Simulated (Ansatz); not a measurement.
RbAu (CsCl type, Pm-3m) under volume change, the program Ansatz at the r²SCAN level (PAW), scaled uniformly.

```csv
V (Å³/atom),E − E(relaxed) (meV/atom),P (GPa)
31.272,?,?
32.303,?,?
33.334,1.6,0.52
34.365,0.0,0.00
35.396,1.5,-0.44
36.427,5.5,-0.81
37.458,11.7,-1.11
```

Q: Some entries are withheld; supply them.

A: 
- 32.303, E − E(relaxed) (meV/atom): 7.0
- 32.303, P (GPa): 1.15
- 31.272, E − E(relaxed) (meV/atom): 16.7
- 31.272, P (GPa): 1.90

Q: What does a third-order Birch–Murnaghan fit give for V₀, B₀ and B′?

A: V₀ = 34.37 Å³/atom, B₀ = 16.0 GPa, B′ = 5.0.

The first step of the workflow began from a Materials Project structure, measured or hypothetical; the Crystallography Open Database files this formula in space group No. 221, but the cells were not matched. Whether it is the stable phase at ambient conditions was not checked. The cell was relaxed with r²SCAN under the symmetry of its start; whether a distortion lowers the energy is not shown. Spin–orbit coupling is left out wherever it is not named.

Potentials: the later of the program's two PAW sets.
